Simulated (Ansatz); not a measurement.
# Does this entry for KCSN lie near equilibrium?

The cell is a COD entry, taken as it stands.

Space group Pbcm (No. 57); a = 6.6600, b = 6.6350, c = 7.5800 Å.

| site | Wyckoff | site symmetry | x | y | z |
| --- | --- | --- | --- | --- | --- |
| K | 4c | 2.. | 0.2120 | 0.7500 | 0.0000 |
| C | 4d | ..m | 0.2050 | 0.2800 | 0.7500 |
| S | 4d | ..m | 0.3850 | 0.0950 | 0.7500 |
| N | 4d | ..m | 0.0800 | 0.4000 | 0.7500 |

One atom of each set is listed.

Method: Kohn–Sham DFT in Ansatz, PBE, plane waves and PAW (field gradients read without the response of the frozen cores, which leaves them typically 4 to 6 % off), scalar-relativistic, 420 eV cutoff, Γ-centred 4×4×4 k-points, Fermi–Dirac smearing 0.02 eV.

**Question.** Do the atoms and the cell lie near the calculated equilibrium?

**Answer.** No. The largest force is 5.4 eV/Å, on atom 5 (C: 1 N at 1.15 Å, 1 S at 1.72 Å, angle 178°), and the pressure is 2.1 GPa. Such values can come from imprecise or misplaced coordinates, missing atoms or a wrong setting of the space group; the run alone doesn't tell which, and gradients calculated on this entry can't be taken for those of the compound at ambient conditions.
